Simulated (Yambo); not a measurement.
Quantum ESPRESSO input (PBEsol, PseudoDojo standard norm-conserving files, scalar-relativistic) whose wavefunctions are converted with p2y:

```
&CONTROL
  calculation = 'nscf'
  pseudo_dir = './pseudo'
  outdir = './out'
/
&SYSTEM
  ibrav = 0
  nat = 2
  ntyp = 2
  ecutwfc = 68.0
  ecutrho = 272.0
  occupations = 'fixed'
  force_symmorphic = .true.
  nbnd = 105
/
&ELECTRONS
  conv_thr = 2e-09
  diago_full_acc = .true.
  diago_thr_init = 1e-08
/
ATOMIC_SPECIES
S 32.0600 S.upf
Ca 40.0780 Ca.upf
CELL_PARAMETERS angstrom
  0.000000000000   2.731194354688   2.731194354688
  2.731194354688   0.000000000000   2.731194354688
  2.731194354688   2.731194354688   0.000000000000
ATOMIC_POSITIONS crystal
S   0.499999858579   0.499999858579   0.499999858579
Ca   0.999999858579   0.999999858579   0.999999858579
K_POINTS automatic
4 4 4 0 0 0
```

Yambo's initialisation report on symmetry, reciprocal space, the k grid and the gaps on this mesh:

```
  [02.02] Symmetries
  ==================

  Inversion symmetry    : yes
  Spatial inversion     : yes
  Inversion index       :  25
  K-space Time-reversal : no
  Magnetic symmetries   : no
  Group table correct   : yes
  Symmetries units      :  [cc]

  [02.03] Reciprocal space
  ========================

  nG shells         :  247
  nG charge         :  20827
  nG WFs            :   3255
  nC WFs            :  2637
  G-vecs. in first 24 shells:  [ Number ]
     1    9   15   27   51   59   65   89  113
    137   169   181   229   259   283   307   331   339
    387   411   459   531   537   561
  ...
  Shell energy in first 24 shells:  [ mHa ]
    0.00000      555.761      741.015      1482.03      2037.79      2223.04      2964.06      3519.82      3705.07
    4446.09      5001.85      5928.12      6483.88      6669.13      7410.15      7965.91      8151.16      8892.18
    9447.94      9633.19      10374.2      10930.0      11856.2      12412.0
  ...

  [02.04] K-grid lattice
  ======================

  Compatible Grid is   : 3D
  Base K vectors       :  K_min[ 1 ]  K_min[ 2 ]  K_min[ 3 ]
  K_min[ 1 ] :  0.000000 -0.250000  0.000000 [rlu]
  K_min[ 2 ] :  0.000000  0.000000  0.250000 [rlu]
  K_min[ 3 ] : -0.250000  0.000000  0.000000 [rlu]
  Grid dimensions      :   4   4   4
  K lattice UC volume  :  0.014095 [a.u.]

  IBZ K-points                                      :   8
  BZ  K-points                                      :   64

  K/Q-points units:
  rlu = crystal or reduced units; cc = cartesian coordinates; iku = interal k-units

  K [1]          [rlu]:  0.000000  0.000000  0.000000
         WF components:  2637
  K [2]          [rlu]:  0.000000  0.000000  0.250000
         WF components:  2611
  K [3]          [rlu]:  0.000000  0.000000 -0.500000
         WF components:  2608
  K [4]          [rlu]:  0.000000  0.250000  0.250000
         WF components:  2610
  K [5]          [rlu]:  0.000000  0.250000 -0.500000
         WF components:  2596
  K [6]          [rlu]:  0.000000  0.250000 -0.250000
         WF components:  2622
  K [7]          [rlu]:  0.000000 -0.500000 -0.500000
         WF components:  2586
  K [8]          [rlu]:  0.250000 -0.500000 -0.250000
         WF components:  2608

  [02.05] Energies & Occupations
  ==============================

  [X] === General ===
  [X] Electronic Temperature                        :  0.000000  0.000000 [eV K]
  [X] Bosonic    Temperature                        :  0.000000  0.000000 [eV K]
  [X] Finite Temperature mode                       : no
  [X] El. density                                   :  0.39267E+24 [cm-3]
  [X] Fermi Level                                   :  7.354131 [eV]

  [X] === Gaps and Widths ===
  [X] Conduction Band Min                           :  1.892436 [eV]
  [X] Valence Band Max                              :  0.000000 [eV]
  [X] Filled Bands                                  :   8
  [X] Empty Bands                                   :    9  105
  [X] Direct Gap                                    :  2.797870 [eV]
  [X] Direct Gap localized at k                     :   7
  [X] Indirect Gap                                  :  1.892436 [eV]
  [X] Indirect Gap between kpts                     :   1   7
  [X] Last valence band width                       :  1.850492 [eV]
  [X] 1st conduction band width                     :  3.388405 [eV]
```
The gaps are PBEsol values on this mesh alone; only operations without fractional translations are kept.

Geometry strained from the cell relaxed with PBEsol, atoms relaxed again.
